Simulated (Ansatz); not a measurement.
TiTe2:
```xyz
6
Lattice="3.7577 0.0000 0.0000 -1.8789 3.2543 0.0000 0.0000 0.0000 14.3503" Properties=species:S:1:pos:R:3 pbc="T T T"
Ti     0.0000     2.1695     3.5876
Ti     1.8789     1.0848    10.7627
Te     0.0000     2.1695     8.9861
Te     1.8789     1.0848     1.8110
Te     1.8789     1.0848     5.3642
Te     0.0000     2.1695    12.5393
```

Relaxed with PBE. Special points in fractions of this cell's reciprocal vectors: Γ (0.000, 0.000, 0.000); M (0.500, 0.000, 0.000); K (0.333, 0.333, 0.000); A (0.000, 0.000, 0.500); L (0.500, 0.000, 0.500); H (0.333, 0.333, 0.500).

Q: List the band energies nearest the Fermi level at these points for the program Ansatz at the PBE level (PAW).

A: In eV from the Fermi level; about four levels below and three above (degenerate sets whole), none deeper than 8.9 eV; points with the same levels are listed once.

```
k                    below                          above
-  -----------------------  -----------------------------
Γ  -0.20 -0.20 -0.16 -0.16                 0.13 0.57 1.04
M  -0.80 -0.66 -0.47 -0.07                 0.12 1.48 1.50
K  -2.53 -2.53 -0.80 -0.80            0.62 0.72 1.37 1.37
A  -0.18 -0.18 -0.18 -0.18  0.95 0.95 2.59 2.59 2.59 2.59
L  -0.86 -0.86 -0.56 -0.56            0.05 0.05 1.49 1.49
H  -2.22 -2.22 -0.87 -0.87            0.67 0.67 1.37 1.37
```

Space group P6_3/mmc. A made-up cell: these elements were put on the sites of a structure type; neither database checked (COD, Materials Project) lists it. COD files the formula under space group No. 164, so this cell is another polymorph or a model. Whether it is the stable phase at ambient conditions was not checked. The PBE relaxation kept the symmetry of its start; its stability against distortions is not shown here. The run is not spin-polarised. A crystal of weakly bound layers computed without a dispersion correction: the cell and the soft elastic constants depend strongly on that. Spin–orbit coupling is left out wherever it is not named.

Potentials: the later of the program's two PAW sets.
